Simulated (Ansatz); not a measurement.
Zr2SiB2:
```yaml
crystal:
  lattice:
    - [3.18551, 0.00000, 0.00000]
    - [-1.59275, 2.75873, 0.00000]
    - [0.00000, 0.00000, 7.80309]
  atoms:
    - { symbol: Zr, position: [0.33333, 0.66667, 0.72081] }
    - { symbol: Zr, position: [0.33333, 0.66667, 0.27919] }
    - { symbol: Si, position: [0.00000, 0.00000, 0.00000] }
    - { symbol: B, position: [0.00000, 0.00000, 0.50000] }
    - { symbol: B, position: [0.66667, 0.33333, 0.50000] }
```

Relaxed with r²SCAN. Special points in fractions of this cell's reciprocal vectors: Γ (0.000, 0.000, 0.000); M (0.500, 0.000, 0.000); K (0.333, 0.333, 0.000); A (0.000, 0.000, 0.500); L (0.500, 0.000, 0.500); H (0.333, 0.333, 0.500).

Q: List the band energies nearest the Fermi level at these points for r²SCAN (plane waves, PAW; program Ansatz).

A: In eV from the Fermi level; about four levels below and three above (degenerate sets whole), none deeper than 8.9 eV; points with the same levels are listed once.

| k | below | above |
|---|---|---|
| Γ | -2.41 -2.08 -2.08 -2.00 | 1.21 1.21 1.21 1.21 |
| M | -3.82 -3.23 -2.10 -1.11 | 1.77 2.57 2.67 |
| K | -2.49 -2.46 -2.24 -0.06 | 1.86 1.96 3.26 |
| A | -4.05 -2.06 -2.06 -0.80 | 1.02 1.02 1.02 |
| L | -2.81 -2.70 -2.56 -1.34 | 1.00 1.81 3.34 |
| H | -2.48 -2.41 -2.32 -0.28 | 3.15 3.20 3.49 |

Space group P-6m2. The start of the workflow was typed in or built on a structure type; neither database checked (COD, Materials Project) lists it. Its standing as an ambient phase is unchecked. The cell was relaxed with r²SCAN under the symmetry of its start; its stability against distortions is not shown here. The run is not spin-polarised. Scalar-relativistic: spin–orbit coupling is off unless named, which matters more the heavier the elements.

Potentials: the earlier of the program's two PAW sets.
